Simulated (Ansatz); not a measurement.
ZrSnTe:
```cif
data_Sn2Te2Zr2
_chemical_formula_sum 'Zr2 Sn2 Te2'
_space_group_name_H-M_alt 'P 1'
_space_group_IT_number 1
_cell_length_a 4.04165
_cell_length_b 4.04165
_cell_length_c 8.68568
_cell_angle_alpha 90.000
_cell_angle_beta 90.000
_cell_angle_gamma 90.000
loop_
_space_group_symop_operation_xyz
  'x, y, z'
loop_
_atom_site_label
_atom_site_type_symbol
_atom_site_fract_x
_atom_site_fract_y
_atom_site_fract_z
_atom_site_occupancy
Zr1 Zr 0.50000 0.00000 0.26459 1
Zr2 Zr 0.00000 0.50000 0.73541 1
Sn1 Sn 0.00000 0.00000 0.00000 1
Sn2 Sn 0.50000 0.50000 0.00000 1
Te1 Te 0.50000 0.00000 0.61828 1
Te2 Te 0.00000 0.50000 0.38172 1
```

Relaxed with PBEsol.

Task: Which orbitals make up the states near the Fermi level in the program Ansatz at the PBEsol level (PAW)?

Result: Within 0.5 eV of the Fermi level: Zr 4d 70 %, Sn 5p 12 %, Te 5p 9 %. Projections are on Löwdin-orthogonalised atomic valence shells; empty p or d shells of many metals are not among them.

Task: Tabulate the density of states.

Result: States/eV per cell of 6 atoms, in 0.25 eV bins, energy from the Fermi level.

| E (eV) | total | Zr 4d | Te 5p | Sn 5p |
|---|---|---|---|---|
| -7.85 | 0.76 | 0.07 | 0.02 | 0.22 |
| -7.60 | 0.80 | 0.08 | 0.02 | 0.21 |
| -7.35 | 0.96 | 0.11 | 0.02 | 0.21 |
| -7.10 | 0.95 | 0.11 | 0.02 | 0.19 |
| -6.85 | 0.62 | 0.08 | 0.02 | 0.17 |
| -6.60 | 0.51 | 0.07 | 0.02 | 0.15 |
| -6.35 | 0.45 | 0.06 | 0.02 | 0.13 |
| -6.10 | 0.48 | 0.06 | 0.08 | 0.13 |
| -5.85 | 1.73 | 0.23 | 0.87 | 0.27 |
| -5.60 | 5.28 | 0.77 | 3.30 | 0.50 |
| -5.35 | 4.27 | 0.59 | 2.49 | 0.56 |
| -5.10 | 2.32 | 0.32 | 1.14 | 0.47 |
| -4.85 | 2.06 | 0.30 | 0.98 | 0.44 |
| -4.60 | 3.01 | 0.49 | 1.63 | 0.50 |
| -4.35 | 2.29 | 0.34 | 1.08 | 0.51 |
| -4.10 | 2.78 | 0.48 | 1.30 | 0.61 |
| -3.85 | 3.10 | 0.60 | 1.49 | 0.63 |
| -3.60 | 4.03 | 0.85 | 2.17 | 0.65 |
| -3.35 | 5.65 | 1.29 | 3.12 | 0.86 |
| -3.10 | 5.84 | 1.32 | 3.13 | 1.04 |
| -2.85 | 5.02 | 1.43 | 2.32 | 1.01 |
| -2.60 | 4.55 | 1.44 | 1.70 | 1.18 |
| -2.35 | 3.41 | 1.22 | 1.16 | 0.83 |
| -2.10 | 4.02 | 1.71 | 0.78 | 1.30 |
| -1.85 | 5.01 | 2.22 | 0.87 | 1.65 |
| -1.60 | 4.92 | 2.17 | 0.94 | 1.57 |
| -1.35 | 3.79 | 1.70 | 0.83 | 1.04 |
| -1.10 | 3.23 | 1.42 | 0.84 | 0.76 |
| -0.85 | 1.48 | 0.63 | 0.35 | 0.39 |
| -0.60 | 1.41 | 0.57 | 0.34 | 0.37 |
| -0.35 | 1.53 | 0.89 | 0.19 | 0.32 |
| -0.10 | 1.01 | 0.67 | 0.09 | 0.17 |
| 0.15 | 2.11 | 1.62 | 0.13 | 0.17 |
| 0.40 | 2.44 | 1.84 | 0.17 | 0.14 |
| 0.65 | 3.06 | 2.25 | 0.28 | 0.16 |
| 0.90 | 5.14 | 3.72 | 0.49 | 0.30 |
| 1.15 | 6.46 | 4.76 | 0.41 | 0.44 |
| 1.40 | 8.64 | 5.88 | 0.53 | 0.80 |
| 1.65 | 8.54 | 6.01 | 0.52 | 0.63 |
| 1.90 | 7.98 | 5.35 | 0.50 | 0.63 |
| 2.15 | 4.09 | 2.26 | 0.49 | 0.49 |
| 2.40 | 3.32 | 1.69 | 0.55 | 0.50 |
| 2.65 | 5.15 | 2.64 | 1.06 | 0.63 |
| 2.90 | 5.13 | 2.54 | 1.18 | 0.64 |
| 3.15 | 4.16 | 1.83 | 0.95 | 0.60 |
| 3.40 | 4.77 | 1.94 | 1.00 | 0.90 |

Space group P4/nmm. The first step of the workflow began from a Materials Project structure, measured or hypothetical; the Crystallography Open Database copy checked does not list it. Its standing as an ambient phase is unchecked. The cell was relaxed with PBEsol under the symmetry of its start; of distortions, only those at the zone centre were tested. The run is not spin-polarised. Spin–orbit coupling is left out wherever it is not named.

Potentials: the later of the program's two PAW sets.
